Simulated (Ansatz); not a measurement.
Relaxed-ion elastic tensor of NbRu (L1₀ or tetragonal B2, P4/mmm) in GPa (Voigt order), PBEsol (plane waves, PAW; program Ansatz); density 10.41 g/cm³, 15.47 Å³ per atom.

```
 341   209   214   0.0   0.0   0.0
 209   341   214   0.0   0.0   0.0
 214   214   337   0.0   0.0   0.0
 0.0   0.0   0.0  55.7   0.0   0.0
 0.0   0.0   0.0   0.0  55.7   0.0
 0.0   0.0   0.0   0.0   0.0  59.7
```

Q: Is the crystal mechanically stable?

A: Yes: the smallest eigenvalue of C is 55.7 GPa.

Q: Work out the Voigt, Reuss and Hill averages.

A: K_V = 255, K_R = 255, K_H = 255; G_V = 59.6, G_R = 59.4, G_H = 59.5 GPa.

Q: Give Young's modulus, Poisson's ratio, Pugh's ratio and the universal anisotropy index.

A: E = 9KG/(3K + G) = 166 GPa; ν = 0.39; K/G = 4.28 (ductile by the Pugh limit of 1.75); A_U = 5G_V/G_R + K_V/K_R − 6 = 0.02.

Q: Estimate the sound speeds and the Debye temperature.

A: v_l = √((K + 4G/3)/ρ) = 5670 m/s, v_t = √(G/ρ) = 2390 m/s, mean 2700 m/s; Θ = (h/k)(3n/4πV)^(1/3) v_m = 323 K.

Q: How much does each axis shrink under pressure?

A: Linear compressibilities β_i = Σ_j S_ij (j = 1 to 3): x 1.3, y 1.3, z 1.3 per TPa.

The workflow started from a Materials Project entry (that database holds measured and hypothetical structures alike); the Crystallography Open Database files this formula in space group No. 123, but the cells were not matched. Its standing as an ambient phase is unchecked. The PBEsol relaxation kept the symmetry of its start; of distortions, only those at the zone centre were tested. The run is not spin-polarised. As this level gives no gap, shear constants depend on the k-mesh and smearing (Fermi–Dirac, 0.1 eV here).

Potentials: the later of the program's two PAW sets.
